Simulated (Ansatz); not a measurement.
**Elastic constants of Al at 15 GPa (stress–strain coefficients): input and output**

Theory: DFT PBEsol, scalar-relativistic, plane waves, PAW (Ansatz 0.2.0).

Launched with:
```bash
ansatz run input.yaml --threads 1 --pin off --max-ram 3072MiB --backend cpu --events-out ev --progress --plain --runs-dir out
```

Input (bare energies are in eV):
```yaml
crystal:
  lattice:
    - [2.7130520743, 0.0, 0.0]
    - [-1.3565260372, 2.3495720181, 0.0]
    - [0.0, 0.0, 8.8968469736]
  atoms:
    - { symbol: Al, position: [0.0, 0.0, 0.0] }
    - { symbol: Al, position: [0.3333333333, 0.6666666667, 0.25] }
    - { symbol: Al, position: [0.0, 0.0, 0.5] }
    - { symbol: Al, position: [0.6666666667, 0.3333333333, 0.75] }
basis:
  ecutwfc: 420
kpoints:
  mp_grid: { grid: [18, 18, 6] }
hamiltonian:
  xc: pbesol
scf:
  occupations: { method: fermi_dirac, width: 0.15 }
output:
  forces: true
  stress: true
  eigenvalues: true
elastic:
  mode: relaxed_ion
  amplitude: 0.005
  stencil: two_point
```

From the output:
```
--- Elastic constants: 3 strain directions × 2 members + reference (group order 24) ---
  dense FFT box of the reference and of every strained cell: 20×20×60
  strains applied: 11, 33, 23; error gains: componentwise 1.00 (the most a stress slope's error grows in a printed constant), spectral 1.41 (1 for all six strains in a standard setting)
  C = ∂σ_k/∂η_j (tension-positive GPa; Voigt order 11 22 33 23 13 12):
       231.432    109.899     87.602      0.000      0.000     -0.000
       109.899    231.432     87.602      0.000      0.000     -0.000
        87.528     87.528    246.929      0.000      0.000     -0.000
         0.000      0.000      0.000     49.241     -0.000      0.000
         0.000      0.000      0.000     -0.000     49.241      0.000
        -0.000      0.000     -0.000      0.000      0.000     60.766
  reference stress σ⁰ (GPa):    -15.000    -15.000    -14.999     -0.000     -0.000      0.000
  C* (energy form; C + prestress term) asymmetry max|C*_kj − C*_jk| = 7.160e-2 GPa — a small one proves nothing (zero by symmetry where the batch's group is 432, −43m or m−3m); a large one is finite-difference/SCF noise where every solve ...
  moduli (Voigt/Reuss/Hill, GPa): K = 142.21/142.18/142.19   G = 60.17/58.20/59.19   E = 155.92   ν = 0.317
  mechanically stable: yes (min eigenvalue of sym C = 49.24 GPa)
  the stresses are not corrected for the forces that the relaxations left standing (`elastic.f_tol`)
  strain η (Voigt 11):  stress-route row diagonal C_11 = 231.43 GPa, energy-path curvature d²(F+E_count+ΔE)/dδ²/Ω₀ = 231.36 GPa
         δ    σ_11 (GPa) F (eV) n_scf n_hpsi n_pw
    -5.000e-3     -16.1850       -2097.8283138      14  100334   1127   relax 3 steps, max|allowed force component| 3.18e-6 eV/Å
     5.000e-3     -13.8706       -2097.8814445      14  100176   1144   relax 3 steps, max|allowed force component| 1.32e-7 eV/Å
  strain η (Voigt 33):  stress-route row diagonal C_33 = 246.93 GPa, energy-path curvature d²(F+E_count+ΔE)/dδ²/Ω₀ = 246.95 GPa
         δ    σ_33 (GPa) F (eV) n_scf n_hpsi n_pw
    -5.000e-3     -16.2515       -2097.8282536       7   30215   1129   relax 0 steps, max|allowed force component| 4.63e-18 eV/Å
     5.000e-3     -13.7822       -2097.8813674       6   29088   1140   relax 0 steps, max|allowed force component| 1.30e-17 eV/Å
  strain η (Voigt 23):  stress-route row diagonal C_44 = 49.24 GPa, energy-path curvature d²(F+E_count+ΔE)/dδ²/Ω₀ = 56.73 GPa
         δ    σ_23 (GPa) F (eV) n_scf n_hpsi n_pw
    -5.000e-3      -0.2462       -2097.8556519      14  143605   1133   relax 3 steps, max|allowed force component| 3.73e-6 eV/Å
     5.000e-3       0.2462       -2097.8556519      14  143603   1133   relax 3 steps, max|allowed force component| 3.73e-6 eV/Å
```

It took 2.2 min on 1 thread of Intel(R) Xeon(R) 6975P-C (Granite Rapids) (shared host), peak memory 0.64 GiB.

In a metal, frequencies and elastic constants depend on the k mesh and the smearing, soft modes and shear constants most. Other phases may be more stable at this pressure.

This form isn't the element's structure at ambient conditions.